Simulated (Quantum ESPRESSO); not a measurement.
# Mg2Ca2F8: input and log of a self-consistent run

A calculation, not a measurement. The program is pw.x of Quantum ESPRESSO 7.5 (plane-wave density functional theory). The cell is made up: 12 atoms on a fluorite lattice, with randomly drawn elements, strain and displacements, not relaxed. PseudoDojo standard norm-conserving files (v0.5 for PBE, v0.4.1 for LDA and PBEsol) set the functional; there is no spin polarisation, spin-orbit coupling or dispersion term, and the masses in the input are unused placeholders.

Input:

```
&control calculation='scf', pseudo_dir='./dojo.nc.sr.pbe.v0_5.standard.upf', outdir='./o', disk_io='medium', tprnfor=.true., tstress=.true. /
&system ibrav=0, nat=12, ntyp=3, nbnd=54, ecutwfc=84.00895049, nosym=.true., tot_charge=0,
 occupations='smearing', smearing='fd', degauss=0.0018374661
/
&electrons conv_thr=7.350e-09, electron_maxstep=60, /
ATOMIC_SPECIES
Ca 1.0 Ca.upf
F 1.0 F.upf
Mg 1.0 Mg.upf
CELL_PARAMETERS angstrom
5.18 -0.0282 -0.0656
-0.0282 5.0989 0.0085
-0.0656 0.0085 5.1679
ATOMIC_POSITIONS angstrom
Mg -0.0825 -0.06 0.0246
Ca -0.0617 2.4855 2.6124
Ca 2.5671 0.0566 2.5727
Mg 2.5828 2.4856 -0.0375
F 1.3167 1.3343 1.2056
F 1.2732 1.366 3.88
F 1.2062 3.7954 1.2924
F 1.1739 3.7384 3.903
F 3.7828 1.2303 1.2463
F 3.7243 1.1827 3.8
F 3.8188 3.8559 1.2111
F 3.8594 3.8637 3.9734
K_POINTS automatic
4 4 4 1 1 1
```

The log is shortened where brackets say so; the opening notice, blank lines, dates and the lines on written files are dropped, and the path of the files is cut. It prints rydbergs, bohrs and kilobars, and counts compression as positive stress. With no partly filled state, the Fermi energy that it prints is only some level between the filled and the empty states on the mesh, and need not lie in the true gap.

```
     Program PWSCF v.7.5
     Parallel version (MPI & OpenMP), running on       1 processor cores
     Number of MPI processes:                 1
     Threads/MPI process:                     1
     [start-up lines left out]
     bravais-lattice index     =            0
     lattice parameter (alat)  =       9.7897  a.u.
     unit-cell volume          =     920.9435 (a.u.)^3
     number of atoms/cell      =           12
     number of atomic types    =            3
     number of electrons       =        96.00
     number of Kohn-Sham states=           54
     kinetic-energy cutoff     =      84.0090  Ry
     charge density cutoff     =     336.0358  Ry
     scf convergence threshold =      7.3E-09
     mixing beta               =       0.7000
     number of iterations used =            8  plain     mixing
     Exchange-correlation= PBE
                           (   1   4   3   4   0   0   0)
     [axes and pseudopotential details left out]
   Cartesian axes
     site n.     atom                  positions (alat units)
         1        Mg     tau(   1) = (  -0.0159251  -0.0115819   0.0047486  )
         2        Ca     tau(   2) = (  -0.0119101   0.4797807   0.5042764  )
         3        Ca     tau(   3) = (   0.4955321   0.0109256   0.4966131  )
         4        Mg     tau(   4) = (   0.4985627   0.4798000  -0.0072387  )
         5        F      tau(   5) = (   0.2541650   0.2575624   0.2327192  )
         6        F      tau(   6) = (   0.2457682   0.2636815   0.7489636  )
         7        F      tau(   7) = (   0.2328350   0.7326331   0.2494744  )
         8        F      tau(   8) = (   0.2266001   0.7216303   0.7534033  )
         9        F      tau(   9) = (   0.7302009   0.2374871   0.2405756  )
        10        F      tau(  10) = (   0.7189085   0.2282988   0.7335210  )
        11        F      tau(  11) = (   0.7371500   0.7443115   0.2337809  )
        12        F      tau(  12) = (   0.7449871   0.7458172   0.7669928  )
     number of k points=    32  Fermi-Dirac smearing, width (Ry)=  0.0018
                       cart. coord. in units 2pi/alat
        k(    1) = (   0.1273106   0.1274931   0.1267109), wk =   0.0625000
        k(    2) = (   0.1304827   0.1270928   0.3773610), wk =   0.0625000
     [further k points left out]
     Dense  grid:    95775 G-vectors     FFT dimensions: (  60,  60,  60)
     Estimated max dynamical RAM per process >     143.42 MB
     Initial potential from superposition of free atoms
     starting charge      95.9885, renormalised to      96.0000
     Starting wfcs are   52 randomized atomic wfcs +    2 random wfcs
     total cpu time spent up to now is        9.8 secs
     per-process dynamical memory:    80.6 Mb
     Self-consistent Calculation
     iteration #  1     ecut=    84.01 Ry     beta= 0.70
     Davidson diagonalization with overlap
     ethr =  1.00E-02,  avg # of iterations =  8.0
     total cpu time spent up to now is       39.9 secs
     total energy              =    -788.05015466 Ry
     estimated scf accuracy    <       1.41550510 Ry
     iteration #  2     ecut=    84.01 Ry     beta= 0.70
     Davidson diagonalization with overlap
     ethr =  1.47E-03,  avg # of iterations =  3.8
     total cpu time spent up to now is       69.9 secs
     total energy              =    -788.49241134 Ry
     estimated scf accuracy    <       0.84240473 Ry
     iteration #  3     ecut=    84.01 Ry     beta= 0.70
     Davidson diagonalization with overlap
     ethr =  8.78E-04,  avg # of iterations =  2.0
     total cpu time spent up to now is       93.9 secs
     total energy              =    -788.66297417 Ry
     estimated scf accuracy    <       0.00699959 Ry
     iteration #  4     ecut=    84.01 Ry     beta= 0.70
     Davidson diagonalization with overlap
     c_bands:  1 eigenvalues not converged
     c_bands:  1 eigenvalues not converged
     c_bands:  3 eigenvalues not converged
     c_bands:  2 eigenvalues not converged
     c_bands:  1 eigenvalues not converged
     c_bands:  1 eigenvalues not converged
     c_bands:  1 eigenvalues not converged
     c_bands:  1 eigenvalues not converged
     c_bands:  2 eigenvalues not converged
     c_bands:  1 eigenvalues not converged
     c_bands:  1 eigenvalues not converged
     ethr =  7.29E-06,  avg # of iterations = 17.4
     total cpu time spent up to now is      144.0 secs
     total energy              =    -788.66671757 Ry
     estimated scf accuracy    <       0.00326233 Ry
     iteration #  5     ecut=    84.01 Ry     beta= 0.70
     Davidson diagonalization with overlap
     ethr =  3.40E-06,  avg # of iterations =  3.6
     total cpu time spent up to now is      168.8 secs
     total energy              =    -788.66728578 Ry
     estimated scf accuracy    <       0.00008941 Ry
     iteration #  6     ecut=    84.01 Ry     beta= 0.70
     Davidson diagonalization with overlap
     ethr =  9.31E-08,  avg # of iterations =  4.8
     total cpu time spent up to now is      200.0 secs
     total energy              =    -788.66733231 Ry
     estimated scf accuracy    <       0.00002639 Ry
     iteration #  7     ecut=    84.01 Ry     beta= 0.70
     Davidson diagonalization with overlap
     ethr =  2.75E-08,  avg # of iterations =  2.0
     total cpu time spent up to now is      224.4 secs
     total energy              =    -788.66733744 Ry
     estimated scf accuracy    <       0.00000100 Ry
     iteration #  8     ecut=    84.01 Ry     beta= 0.70
     Davidson diagonalization with overlap
     ethr =  1.04E-09,  avg # of iterations =  4.9
     total cpu time spent up to now is      260.2 secs
     total energy              =    -788.66733800 Ry
     estimated scf accuracy    <       0.00000030 Ry
     iteration #  9     ecut=    84.01 Ry     beta= 0.70
     Davidson diagonalization with overlap
     ethr =  3.15E-10,  avg # of iterations =  2.6
     total cpu time spent up to now is      284.8 secs
     total energy              =    -788.66733807 Ry
     estimated scf accuracy    <       0.00000001 Ry
     iteration # 10     ecut=    84.01 Ry     beta= 0.70
     Davidson diagonalization with overlap
     ethr =  1.34E-11,  avg # of iterations =  4.4
     total cpu time spent up to now is      315.1 secs
     End of self-consistent calculation
          k = 0.1273 0.1275 0.1267 ( 11971 PWs)   bands (ev):
   -68.1646 -68.0106 -34.9168 -34.9088 -34.8866 -34.7655 -34.7501 -34.7376
   -31.3603 -31.1862 -16.9270 -16.6169 -16.4352 -16.2455 -15.8025 -15.6654
   -15.5897 -15.0997 -12.3752 -12.3692 -12.2842 -11.9439 -11.8335 -11.7172
     0.0983   0.5151   0.9454   1.0387   1.3297   1.4664   1.5033   1.6205
     1.7088   1.8029   2.0027   2.1588   3.0403   3.2266   3.4008   3.4347
     3.5513   3.6606   3.6711   3.7761   3.8832   4.0384   4.1078   4.1666
    11.1288  12.6373  13.1214  14.0450  14.2981  14.8156
     [levels at the other k points left out]
     the Fermi energy is     9.9319 ev
!    total energy              =    -788.66733807 Ry
     estimated scf accuracy    <          5.2E-09 Ry
     smearing contrib. (-TS)   =       0.00000000 Ry
     internal energy E=F+TS    =    -788.66733807 Ry
     The total energy is F=E-TS. E is the sum of the following terms:
     one-electron contribution =    -350.43943288 Ry
     hartree contribution      =     219.80667193 Ry
     xc contribution           =    -150.98242632 Ry
     ewald contribution        =    -507.05215080 Ry
     convergence has been achieved in  10 iterations
     Forces acting on atoms (cartesian axes, Ry/au):
     atom    1 type  3   force =     0.01811011   -0.00725667    0.01060366
     atom    2 type  1   force =    -0.00961259    0.03051963   -0.01727504
     atom    3 type  1   force =    -0.05966807   -0.07420465   -0.02321615
     atom    4 type  3   force =    -0.01347474    0.01680046    0.00618174
     atom    5 type  2   force =    -0.02345968   -0.01541913   -0.02258994
     atom    6 type  2   force =    -0.00807609   -0.04054561    0.03093809
     atom    7 type  2   force =    -0.00103152    0.01999070   -0.03030366
     atom    8 type  2   force =     0.02564271    0.04175506    0.03388861
     atom    9 type  2   force =     0.02953175    0.02030251   -0.05784238
     atom   10 type  2   force =     0.05732309    0.05562927    0.07801947
     atom   11 type  2   force =    -0.00151950   -0.01764467   -0.00454074
     atom   12 type  2   force =    -0.01376545   -0.02992692   -0.00386366
     Total force =     0.198212     Total SCF correction =     0.000140
     Computing stress (Cartesian axis) and pressure
          total   stress  (Ry/bohr**3)                   (kbar)     P=       96.76
   0.00056608   0.00011884   0.00012889           83.27       17.48       18.96
   0.00011884   0.00074746   0.00007097           17.48      109.95       10.44
   0.00012889   0.00007097   0.00065968           18.96       10.44       97.04
     init_run     :      9.02s CPU      9.72s WALL (       1 calls)
     electrons    :    299.45s CPU    305.36s WALL (       1 calls)
     forces       :      5.41s CPU      5.46s WALL (       1 calls)
     stress       :     19.28s CPU     19.34s WALL (       1 calls)
     [timing details left out]
     PWSCF        :   5m33.37s CPU   5m40.46s WALL
     JOB DONE.
```

In other units: free energy -10730.366 eV for the cell, pressure 9.68 GPa, largest force component 2.006 eV/Å. A rerun of a related cell, with the same atoms placed differently, at 1437 eV and a 6 x 6 x 6 mesh moved values by no more than 0.004 eV in energy, 0.02 GPa in stress and 0.004 eV/Å in force.